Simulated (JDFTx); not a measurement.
Ge(111) slab cut from bulk Ge (space group Fd-3m, indices of the conventional cell, lattice of the Materials Project entry mp-32, not re-optimised): 8 atoms in 8 planes, a (1×1) cell of 13.94 Å² (|a| = 4.013, |b| = 4.013 Å), 10.6 Å between the outermost planes, cell height 29.6 Å, 6×6×1 k mesh, Fermi smearing 0.003 Ha, no spin polarisation. Both faces carry H (1.00 monolayer).

Computed with JDFTx (a modified build): PBE, GBRV ultrasoft potentials, plane waves to 20/100 Ha. Every dangling bond of both faces is capped, first by H, then by another group, relaxed in vacuum within this cell and the start's symmetry. The exchange energy is per site, for replacing H by the other cap, each cap being drawn from gas molecules at the same level (H: ½ E(H2); CH3: E(CH4) − ½ E(H2)). In reaction energies these potentials put H₂ about 0.03 eV too high against large-basis PBE. Liquid: CANDLE, water, 0.5 M KCl; edges there are measured from the bulk electrolyte. These are Kohn-Sham edges of the slab on its k mesh, not quasiparticle energies; surface states and confinement enter them. Energies are static: no zero-point or thermal terms. Spin-orbit coupling is left out, which can move the edges for the heavier elements here.

```tsv
cap	exchange energy (eV)	valence edge, vacuum (eV)	conduction edge, vacuum (eV)	valence edge, liquid (eV)	conduction edge, liquid (eV)
H	0	-4.36	-3.95	-4.14	-3.73
CH3	___	___	___	___	___
```

Q: Some entries are withheld; supply them.

A: 
- CH3, exchange energy (eV): 0.56
- CH3, valence edge, vacuum (eV): -3.57
- CH3, conduction edge, vacuum (eV): -3.19
- CH3, valence edge, liquid (eV): -3.37
- CH3, conduction edge, liquid (eV): -2.99
